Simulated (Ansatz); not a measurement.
Ge$_{2}$Sb$_{2}$Te$_{5}$ in space group R-3m (No. 166; Pearson symbol hR9), DFT-r²SCAN+D4 in the program Ansatz with PAW potentials, all energies at zero smearing, with the estimated change up to a 700 eV cutoff added, with one set of potentials and settings (totals compare only within such a set). Cell of 9 atoms (5 Te, 2 Ge, 2 Sb): -56580.227 eV.

```
element              reference phase  E (eV/atom)
-------  ---------------------------  -----------
Te       P3_121, 3 atoms in the cell   -6994.9777
Ge        Fd-3m, 2 atoms in the cell   -4303.0180
Sb         R-3m, 2 atoms in the cell   -6499.2917
```

Formation energy per atom, worked out: (-56580.227 − 5×(-6994.9777) − 2×(-4303.0180) − 2×(-6499.2917))/9 = -0.080 eV/atom (-8 kJ per mol of atoms), at 0 K, without zero-point energy or fitted corrections.

The start of the workflow was typed in or built on a structure type; neither database checked (COD, Materials Project) lists it. It is not the phase usual at ambient conditions (space group No. 164). The cell was relaxed with r²SCAN+D4 under the symmetry of its start; its stability against distortions is not shown here. The references are the lowest solids computed at this level, not always the standard phases. Spin–orbit coupling is left out wherever it is not named.

Potentials: the later of the program's two PAW sets.
